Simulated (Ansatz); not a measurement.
## Kick test of a cell of Be3Se2S

It was reached by relaxing an invented guess, and it needn't be the stable form of this composition.

These are results of Ansatz, DFT PBE, scalar-relativistic, plane waves, PAW, not measurements. Plane waves to 420 eV, a k mesh through Γ of 10×10×10 on the computed 6-atom cell and Gaussian smearing (0.02 eV); no spin polarisation.

The cell below (6 atoms, space group I-4m2 (No. 119)) is relaxed within its symmetry.

```
Be Se S
1.0
    -1.79554    1.79554    7.61209
     1.79554   -1.79554    7.61209
     1.79554    1.79554   -7.61209
Be Se S
3 2 1
Direct
  0.75000 0.25000 0.50000
  0.07728 0.57728 0.50000
  0.42272 0.92272 0.50000
  0.66387 0.66387 0.00000
  0.33613 0.33613 0.00000
  0.00000 0.00000 0.00000
```

For the test a repeat of it with 12 atoms (edges 5.08, 5.08, 8.02 Å) was strained at random (σ = 1.5 % a component), the atoms were moved at random (σ = 0.05 Å), and all was relaxed again on a coarse 4×4×4 mesh (in the run’s order of axes) with 0.10 eV smearing, with no symmetry imposed.

Question: Does it come back?

Answer: It returns, within 1 meV/atom of the unmoved cell on that mesh and with the same symmetry when read at 0.1 Å. So it is stable against the distortions that fit this cell and that this random move excites. Modes that don't fit the cell aren't tested.
